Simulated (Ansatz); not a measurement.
**Eigenvalues along a path: Cd (fcc type)**

```xyz
1
Lattice="0.0000 1.6516 1.6516 1.6516 0.0000 1.6516 1.6516 1.6516 0.0000" Properties=species:S:1:pos:R:3 pbc="T T T"
Cd    0.0000    0.0000    0.0000
```

The cell comes from a relaxation on PAW files under the same functional, begun from a prototype that needn't be the stable phase.

Level of theory: DFT with PBEsol, scalar-relativistic, in Ansatz 0.2.0; a Γ-centred 17×17×17 k mesh, Fermi–Dirac smearing of 0.08 eV, no spin polarisation. LAPW: all electrons, basis error target 1 meV/atom.

This run: volume at 0.43 of the series' base cell.

The structure type is held throughout; the real material can change phase at far lower pressure.

Path points, in fractions of the reciprocal vectors: Γ (0.000, 0.000, 0.000), X (0.500, 0.000, 0.500), U (0.625, 0.250, 0.625), K (0.375, 0.375, 0.750), L (0.500, 0.500, 0.500), W (0.500, 0.250, 0.750). The distance column jumps between branches of the path. Levels in eV from the Fermi level; bands 10 to 17, counted from the lowest band of the run. The gap is zero, the pressure 504.7 GPa.

```
# k(1/Å) point b10 b11 b12 b13 b14 b15 b16 b17
0.000 Γ -20.96 -17.17 -17.17 -17.17 -14.60 -14.60 8.96 16.12
0.238 - -20.68 -17.34 -17.03 -17.03 -14.78 -14.53 9.34 15.36
0.476 - -19.92 -17.80 -16.61 -16.61 -15.20 -14.34 10.41 14.06
0.713 - -19.06 -18.44 -15.95 -15.95 -15.43 -14.05 11.99 13.01
0.951 - -19.13 -18.96 -15.08 -15.08 -14.49 -13.69 12.13 13.53
1.189 - -19.77 -19.57 -14.09 -14.09 -13.32 -12.39 10.85 11.05
1.427 - -20.28 -20.26 -13.12 -13.12 -12.99 -9.82 8.65 8.80
1.664 - -20.75 -20.60 -12.76 -12.38 -12.38 -7.39 6.14 7.23
1.902 X -20.92 -20.71 -12.68 -12.09 -12.09 -6.24 4.91 6.66
1.986 - -20.90 -20.68 -12.71 -12.20 -12.11 -6.11 4.90 6.50
2.070 - -20.84 -20.60 -12.80 -12.49 -12.14 -5.72 4.87 6.04
2.154 - -20.75 -20.46 -12.95 -12.90 -12.21 -5.15 4.83 5.36
2.238 - -20.64 -20.25 -13.39 -13.13 -12.29 -4.45 4.46 4.82
2.323 - -20.51 -19.98 -13.90 -13.36 -12.40 -3.65 3.53 4.75
2.407 - -20.37 -19.66 -14.42 -13.61 -12.53 -2.79 2.52 4.69
2.491 - -20.20 -19.31 -14.93 -13.87 -12.68 -1.87 1.47 4.64
2.575 U -20.02 -18.93 -15.41 -14.14 -12.85 -0.93 0.40 4.62
3.740 K -20.02 -18.93 -15.41 -14.14 -12.85 -0.93 0.40 4.62
3.992 - -19.38 -17.83 -16.66 -14.89 -13.47 -2.83 2.06 4.77
4.244 - -18.68 -17.54 -17.05 -15.44 -14.18 -6.00 5.13 5.54
4.496 - -18.11 -18.03 -16.76 -15.71 -14.93 -9.00 6.99 8.07
4.748 - -18.15 -18.11 -16.63 -15.68 -15.65 -11.63 8.73 10.45
5.001 - -18.83 -17.97 -16.47 -16.28 -15.43 -13.52 10.55 11.26
5.253 - -19.83 -17.63 -16.76 -16.65 -15.06 -14.40 10.41 12.64
5.505 - -20.65 -17.30 -17.07 -17.02 -14.73 -14.59 9.37 14.88
5.757 Γ -20.96 -17.17 -17.17 -17.17 -14.60 -14.60 8.96 16.12
5.963 - -20.75 -17.25 -17.09 -17.09 -14.64 -14.64 9.24 15.14
6.169 - -20.20 -17.38 -16.90 -16.90 -14.71 -14.71 9.97 13.11
6.375 - -19.63 -17.19 -16.72 -16.72 -14.67 -14.67 10.59 11.02
6.581 - -19.56 -16.71 -16.71 -16.15 -14.36 -14.36 8.47 11.00
6.787 - -19.83 -16.87 -16.87 -14.41 -13.82 -13.82 6.00 10.31
6.993 - -20.13 -17.06 -17.06 -13.23 -13.23 -12.39 3.42 9.38
7.199 - -20.34 -17.20 -17.20 -12.79 -12.79 -10.52 1.16 8.71
7.405 L -20.42 -17.26 -17.26 -12.62 -12.62 -9.67 0.16 8.48
7.573 - -20.31 -17.34 -17.16 -13.17 -12.64 -9.00 0.14 8.66
7.741 - -20.01 -17.59 -16.86 -14.19 -12.70 -7.63 0.09 9.11
7.909 - -19.58 -17.94 -16.38 -15.20 -12.78 -6.04 0.04 9.49
8.077 - -19.09 -18.34 -16.09 -15.76 -12.84 -4.34 0.05 9.31
8.245 - -18.71 -18.60 -16.81 -15.17 -12.81 -2.61 0.19 8.40
8.413 - -19.02 -18.18 -17.33 -14.81 -12.57 -0.88 0.55 6.97
8.581 - -19.22 -17.87 -17.65 -14.71 -12.24 0.71 1.13 5.22
8.750 W -19.29 -17.76 -17.76 -14.71 -12.09 1.54 1.54 4.39
8.868 - -19.37 -18.42 -17.03 -14.60 -12.09 0.38 2.65 4.42
8.987 - -19.61 -19.01 -16.24 -14.33 -12.09 -0.82 3.67 4.49
9.106 - -19.91 -19.52 -15.40 -13.95 -12.09 -2.03 4.56 4.58
9.225 - -20.23 -19.94 -14.54 -13.56 -12.09 -3.20 4.67 5.32
9.344 - -20.52 -20.28 -13.69 -13.20 -12.09 -4.31 4.77 5.91
9.463 - -20.74 -20.51 -12.92 -12.91 -12.09 -5.27 4.84 6.29
9.582 - -20.88 -20.66 -12.74 -12.32 -12.09 -5.98 4.89 6.56
9.701 X -20.92 -20.71 -12.68 -12.09 -12.09 -6.24 4.91 6.66
```
